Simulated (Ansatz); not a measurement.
**La8Cu8Se4S4O7: frames of a relaxation, V_O, charge +0, atoms relaxed at the host's cell**

All numbers are calculated (PBEsol, collinear spin, no spin-orbit coupling; Ansatz, PAW set soft_2, 420 eV, k-mesh 2×2×2 shifted by half a step), not measured.

Positions in Å and forces in eV/Å; free energies count from the last frame.

```
31
Lattice="0.000 7.948 0.000 7.948 0.000 0.000 0.000 0.000 -8.531" Properties=species:S:1:pos:R:3:forces:R:3 pbc="T T T" step=1 dE=0.174eV
Cu    3.974    1.987   -4.373    0.000    0.000    0.024
Cu    3.974    5.961   -4.373    0.000    0.000   -0.014
Cu    0.000    1.987   -4.373    0.000    0.000    0.002
Cu    0.000    5.961   -4.373    0.000    0.000   -0.084
Cu    1.987    0.000   -4.373    0.006   -0.008   -0.010
Cu    1.987    3.974   -4.373    0.006    0.008   -0.010
Cu    5.961    0.000   -4.373   -0.006   -0.008   -0.010
Cu    5.961    3.974   -4.373   -0.006    0.008   -0.010
La    1.987    1.987   -1.205    0.670    0.000   -0.410
La    1.987    5.961   -1.205    0.020    0.000   -0.097
La    5.961    1.987   -1.205   -0.670    0.000   -0.410
La    5.961    5.961   -1.205   -0.020    0.000   -0.097
La    0.000    0.000   -7.236    0.000   -0.671    0.447
La    0.000    3.974   -7.236    0.000    0.671    0.447
La    3.974    0.000   -7.236    0.000   -0.039    0.127
La    3.974    3.974   -7.236    0.000    0.039    0.127
O     0.000    5.961   -8.486    0.000    0.000   -0.061
O     3.974    1.987   -8.486    0.000    0.000    0.058
O     3.974    5.961   -8.486    0.000    0.000   -0.010
O     1.987    0.000   -8.486   -0.327    0.337   -0.006
O     1.987    3.974   -8.486   -0.327   -0.337   -0.006
O     5.961    0.000   -8.486    0.327    0.337   -0.006
O     5.961    3.974   -8.486    0.327   -0.337   -0.006
S     1.987    1.987   -5.645   -0.130    0.000   -0.108
S     1.987    5.961   -5.645    0.011    0.000    0.010
S     5.961    1.987   -5.645    0.130    0.000   -0.108
S     5.961    5.961   -5.645   -0.011    0.000    0.010
Se    3.974    0.000   -2.850    0.000    0.046   -0.016
Se    3.974    3.974   -2.850    0.000   -0.046   -0.016
Se    0.000    0.000   -2.850    0.000    0.121    0.122
Se    0.000    3.974   -2.850    0.000   -0.121    0.122
```

```
31
Lattice="0.000 7.948 0.000 7.948 0.000 0.000 0.000 0.000 -8.531" Properties=species:S:1:pos:R:3:forces:R:3 pbc="T T T" step=3 dE=0.006eV
Cu    3.974    1.987   -4.397    0.000    0.000   -0.006
Cu    3.974    5.961   -4.382    0.000    0.000   -0.022
Cu    0.000    1.987   -4.371    0.000    0.000    0.013
Cu    0.000    5.961   -4.354    0.000    0.000    0.020
Cu    1.978    0.005   -4.376   -0.009    0.012    0.008
Cu    1.978    3.969   -4.376   -0.009   -0.012    0.008
Cu    5.970    0.005   -4.376    0.009    0.012    0.008
Cu    5.970    3.969   -4.376    0.009   -0.012    0.008
La    2.045    1.987   -1.263   -0.020    0.000    0.113
La    1.982    5.961   -1.198   -0.026    0.000   -0.012
La    5.903    1.987   -1.263    0.020    0.000    0.113
La    5.966    5.961   -1.198    0.026    0.000   -0.012
La    0.000   -0.065   -7.167    0.000    0.043   -0.102
La    0.000    4.039   -7.167    0.000   -0.043   -0.102
La    3.974    0.003   -7.237    0.000    0.036    0.022
La    3.974    3.971   -7.237    0.000   -0.036    0.022
O     0.000    5.961   -8.488    0.000    0.000   -0.047
O     3.974    1.987   -8.479    0.000    0.000    0.022
O     3.974    5.961   -8.485    0.000    0.000   -0.011
O     1.958    0.029   -8.483   -0.059    0.077   -0.021
O     1.958    3.945   -8.483   -0.059   -0.077   -0.021
O     5.991    0.029   -8.483    0.059    0.077   -0.021
O     5.991    3.945   -8.483    0.059   -0.077   -0.021
S     1.973    1.987   -5.660   -0.032    0.000   -0.009
S     1.983    5.961   -5.639    0.040    0.000    0.009
S     5.975    1.987   -5.660    0.032    0.000   -0.009
S     5.965    5.961   -5.639   -0.040    0.000    0.009
Se    3.974   -0.001   -2.869    0.000   -0.014    0.010
Se    3.974    3.975   -2.869    0.000    0.014    0.010
Se    0.000    0.016   -2.832    0.000    0.005    0.012
Se    0.000    3.958   -2.832    0.000   -0.005    0.012
```

```
31
Lattice="0.000 7.948 0.000 7.948 0.000 0.000 0.000 0.000 -8.531" Properties=species:S:1:pos:R:3:forces:R:3 pbc="T T T" step=6 dE=0.000eV
Cu    3.974    1.987   -4.402    0.000    0.000    0.003
Cu    3.974    5.961   -4.387    0.000    0.000    0.001
Cu    0.000    1.987   -4.365    0.000    0.000    0.001
Cu    0.000    5.961   -4.349    0.000    0.000   -0.003
Cu    1.972    0.012   -4.373    0.000    0.000    0.000
Cu    1.972    3.963   -4.373    0.000    0.000    0.000
Cu    5.976    0.012   -4.373    0.000    0.000    0.000
Cu    5.976    3.963   -4.373    0.000    0.000    0.000
La    2.044    1.987   -1.252    0.002    0.000    0.005
La    1.982    5.961   -1.205    0.002    0.000    0.001
La    5.905    1.987   -1.252   -0.002    0.000    0.005
La    5.966    5.961   -1.205   -0.002    0.000    0.001
La    0.000   -0.061   -7.181    0.000   -0.004   -0.003
La    0.000    4.035   -7.181    0.000    0.004   -0.003
La    3.974    0.004   -7.232    0.000   -0.003   -0.002
La    3.974    3.970   -7.232    0.000    0.003   -0.002
O     0.000    5.961   -8.505    0.000    0.000    0.000
O     3.974    1.987   -8.463    0.000    0.000    0.000
O     3.974    5.961   -8.487    0.000    0.000    0.001
O     1.952    0.036   -8.486    0.001    0.002   -0.001
O     1.952    3.939   -8.486    0.001   -0.002   -0.001
O     5.996    0.036   -8.486   -0.001    0.002   -0.001
O     5.996    3.939   -8.486   -0.001   -0.002   -0.001
S     1.967    1.987   -5.664   -0.004    0.000    0.005
S     1.986    5.961   -5.636    0.000    0.000   -0.001
S     5.981    1.987   -5.664    0.004    0.000    0.005
S     5.963    5.961   -5.636    0.000    0.000   -0.001
Se    3.974   -0.001   -2.869    0.000    0.002   -0.002
Se    3.974    3.975   -2.869    0.000   -0.002   -0.002
Se    0.000    0.018   -2.827    0.000    0.001   -0.002
Se    0.000    3.956   -2.827    0.000   -0.001   -0.002
```

Caveats: a moment set at the start was lost.
